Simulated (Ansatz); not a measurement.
AgBr (rock salt, Fm-3m), PBE in the plane-wave PAW code Ansatz. The conduction-band minimum lies at Γ, with 1 equivalent valley. Second derivatives d²E/dk² of the lowest band at one valley (eV·Å²), along Cartesian directions:

```csv
direction,d²E/dk²
[100],39.28
[010],39.28
[001],39.28
[110],39.26
[101],39.26
[011],39.26
```

**Question.** Find the principal effective masses, the density-of-states mass and the conductivity mass.

**Answer.** Off-diagonal terms follow from H_xy = H[110] − (H_xx + H_yy)/2, and m*/mₑ = 7.620 eV·Å² over each eigenvalue: 0.19, 0.19, 0.19. One valley's DOS mass (m₁m₂m₃)^(1/3) = 0.19, conductivity mass 3/(Σ 1/mᵢ) = 0.19 mₑ.

**Question.** What effective density of states Nc follows at 300 K for parabolic valleys?

**Answer.** Nc = 2.509e19 × 1 × (0.19)^(3/2) ≈ 2.1e18 cm⁻³.

The PBE relaxation kept the symmetry of its start. The run is not spin-polarised. Scalar-relativistic: spin–orbit coupling is off unless named, which matters more the heavier the elements.

Potentials: the later of the program's two PAW sets.

Edges and masses are those of Kohn–Sham bands, whose gap is no quasiparticle gap.
